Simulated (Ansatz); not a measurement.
MoPt:
```
CELL_PARAMETERS angstrom
      3.15784     0.00000     0.00000
      0.00000     3.15784     0.00000
      0.00000     0.00000     3.15784
ATOMIC_POSITIONS crystal
  Pt 0.00000 0.00000 0.00000
  Mo 0.50000 0.50000 0.50000
```

Relaxed with r²SCAN. Special points in fractions of this cell's reciprocal vectors: Γ (0.000, 0.000, 0.000); X (0.000, 0.500, 0.000); M (0.500, 0.500, 0.000); R (0.500, 0.500, 0.500).

### Question
List the band energies nearest the Fermi level at these points for r²SCAN (plane waves, PAW; program Ansatz).

### Answer
In eV from the Fermi level; about four levels below and three above (degenerate sets whole), none deeper than 8.9 eV; … stands for higher levels left out; points with the same levels are listed once.

```tsv
k	below	above
Γ	-6.63 -6.63 -3.54 -3.54 -3.54	0.07 0.07 2.45 2.45 2.45
X	-2.60 -0.88 -0.88 -0.65	0.92 3.30 …
M	-5.09 -5.09 -1.55 -1.27	0.47 0.47 0.58
R	-3.44 -3.44 -3.44 -1.47 -1.47	2.45 2.45 3.95
```

Space group Pm-3m (CsCl type). The start of the workflow was typed in or built on a structure type; neither database checked (COD, Materials Project) lists it. Its standing as an ambient phase is unchecked. The r²SCAN relaxation kept the symmetry of its start. At this level the phase is mechanically unstable. The run is not spin-polarised. Its formation energy is positive at this level, so the cell may be metastable or incomplete. Spin–orbit coupling is left out wherever it is not named.

Potentials: the earlier of the program's two PAW sets.
